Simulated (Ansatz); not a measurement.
Relaxed BN (wurtzite):

```
CELL_PARAMETERS angstrom
      5.08794     0.00000     0.00000
     -1.27198     2.20314     0.00000
      2.54397     0.00000     4.20774
ATOMIC_POSITIONS crystal
  B  0.83338 0.33333 0.99990
  B  0.33338 0.33333 0.99990
  B  0.91672 0.66667 0.49990
  B  0.41672 0.66667 0.49990
  N  0.02068 0.33333 0.62530
  N  0.52068 0.33333 0.62530
  N  0.10402 0.66667 0.12530
  N  0.60402 0.66667 0.12530
```

The atoms are displaced by Q × the pattern below (from a DFPT mode at L = (0.5, 0.0, 0.5), largest move 1; Q in Å), at fixed cell. It is one choice among 2 degenerate patterns. (q is in reciprocal vectors of the primitive cell; the cell shown is doubled to hold the pattern.)

| atom | x | y | z |
|---|---|---|---|
| B1 | 0.500 | -0.866 | 0.000 |
| B2 | -0.500 | 0.866 | 0.000 |
| B3 | 0.263 | -0.455 | 0.000 |
| B4 | -0.263 | 0.455 | 0.000 |
| N5 | -0.364 | 0.630 | 0.000 |
| N6 | 0.364 | -0.630 | 0.000 |
| N7 | 0.259 | -0.448 | 0.000 |
| N8 | -0.259 | 0.448 | 0.000 |

Computed with r2SCAN (plane waves to 500 eV, PAW, scalar-relativistic; Ansatz, a quantum-chemistry and plane-wave program). k mesh 15×15×15 (Γ-centred), Fermi-Dirac smearing 0.05 eV. Energies are smeared free energies. BN was relaxed with its symmetry unable to fall. ΔE is measured from the undisplaced structure.

```json
[
 {"Q (Å)": "-0.280", "ΔE (eV/cell)": "6.621"},
 {"Q (Å)": "-0.187", "ΔE (eV/cell)": "2.892"},
 {"Q (Å)": "-0.093", "ΔE (eV/cell)": "0.714"},
 {"Q (Å)": "0.000", "ΔE (eV/cell)": "0.000"},
 {"Q (Å)": "0.093", "ΔE (eV/cell)": "0.714"},
 {"Q (Å)": "0.187", "ΔE (eV/cell)": "2.892"},
 {"Q (Å)": "0.280", "ΔE (eV/cell)": "6.621"}
]
```

Problem. Which DFPT wavenumber at L = (0.5, 0.0, 0.5) belongs to this mode?
(A) 604 cm⁻¹
(B) 943 cm⁻¹
(C) 1164 cm⁻¹

Solution. B, 943 cm⁻¹. The curvature of the scan gives 943 cm⁻¹

(A displaced cell: forces are minus the slopes of the energy, force constants its curvatures, and phonons follow from these.)
